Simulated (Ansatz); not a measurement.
LiPb (CsCl type, Pm-3m), plane-wave PAW PBE (Ansatz code), all energies at zero smearing, with the estimated change up to a 700 eV cutoff added, with one set of potentials and settings (totals compare only within such a set). Cell of 2 atoms (1 Pb, 1 Li): -12111.645 eV.

```
element             reference phase  E (eV/atom)
-------  --------------------------  -----------
Pb       Fm-3m, 1 atoms in the cell  -11906.4191
Li       Fm-3m, 1 atoms in the cell    -204.6902
```

Formation energy per atom, worked out: (-12111.645 − 1×(-11906.4191) − 1×(-204.6902))/2 = -0.268 eV/atom (-26 kJ per mol of atoms), at 0 K, without zero-point energy or fitted corrections.

The workflow started from an entry of the Crystallography Open Database (COD), which files this formula under 2 space groups. Its standing as an ambient phase is unchecked. The cell was relaxed with PBE under the symmetry of its start; its stability against distortions is not shown here. The references are the lowest solids computed at this level, not always the standard phases. Spin–orbit coupling is left out wherever it is not named.

Potentials: the later of the program's two PAW sets.
